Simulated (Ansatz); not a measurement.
# Relaxing a structure of ZnSnN2

The relaxed structure here is a generated cell of ZnSnN2: the first start was made by placing the elements on the sites of a structure type, and the end was not matched to a known phase here, so it may be hypothetical.

The start is a generated cell, ZnSnN2 built in the AFLOW prototype ABC2_hP8_194_d_a_f (as in AlCr2C). Cell shape, volume and atoms are optimised at zero target pressure with PBEsol (plane waves to 420 eV, PAW, scalar-relativistic; Ansatz, a first-principles code). The first steps use a coarse 9×9×2 k-mesh.

Starting cell:
```yaml
crystal:
  lattice:
    - [2.97828, 0.00000, 0.00000]
    - [-1.48914, 2.57927, 0.00000]
    - [0.00000, 0.00000, 13.35021]
  atoms:
    - { symbol: Zn, position: [0.33333, 0.66667, 0.75000] }
    - { symbol: Zn, position: [0.66667, 0.33333, 0.25000] }
    - { symbol: N, position: [0.33333, 0.66667, 0.08600] }
    - { symbol: N, position: [0.66667, 0.33333, 0.58600] }
    - { symbol: N, position: [0.66667, 0.33333, 0.91400] }
    - { symbol: N, position: [0.33333, 0.66667, 0.41400] }
    - { symbol: Sn, position: [0.00000, 0.00000, 0.00000] }
    - { symbol: Sn, position: [0.00000, 0.00000, 0.50000] }
```

### Question
How large is the pressure on the unrelaxed cell, and of which sign?

### Answer
+16.6 GPa (positive: the cell is compressed).

### Question
What is the largest force in the starting geometry, and on which atom (counted from 1)?

### Answer
2.62 eV/Å, on N3, N4, N5, N6 (atoms numbered as listed).

### Question
How much energy is released per atom?

### Answer
0.74 eV/atom.

### Question
How does the volume change?

### Answer
-11.4 %, from 12.82 to 11.35 Å³/atom.

### Question
How do the shortest distances between atoms change?

### Answer
The closest pairs of elements (up to four, under 3.6 Å), start → end: N–Sn 2.07 → 2.20 Å; N–Zn 2.78 → 2.30 Å; N–N 2.87 → 2.82 Å; Zn–Zn 2.98 → 3.14 Å.

### Question
What band gap does the relaxed structure have at this level?

### Answer
0.22 eV, indirect (valence top at 33 % of the way from K to Γ, conduction bottom at Γ) (no spin-orbit coupling).

### Question
What does it relax into? Give the structure.

### Answer

Space group P6₃/mmc (No. 194); a = 3.144 Å, b = 3.144 Å, c = 10.610 Å, α = 90.00°, β = 90.00°, γ = 120.00°

```tsv
atom	site	symmetry	x	y	z
Zn	2d	-6m2	0.6667	0.3333	0.2500
N	4f	3m.	0.3333	0.6667	0.1173
Sn	2a	-3m.	0.0000	0.0000	0.0000
```

The space group stays P6₃/mmc (No. 194) (the run could not lower it), with 8 atoms in the primitive cell. Final values are on a 12×12×3 k-mesh of the relaxed cell. No spin polarisation in the result.

The run could not lower the symmetry of its start; a shaken copy of this end point relaxes with PBEsol to P6₃mc (No. 186), 218 meV/atom lower.
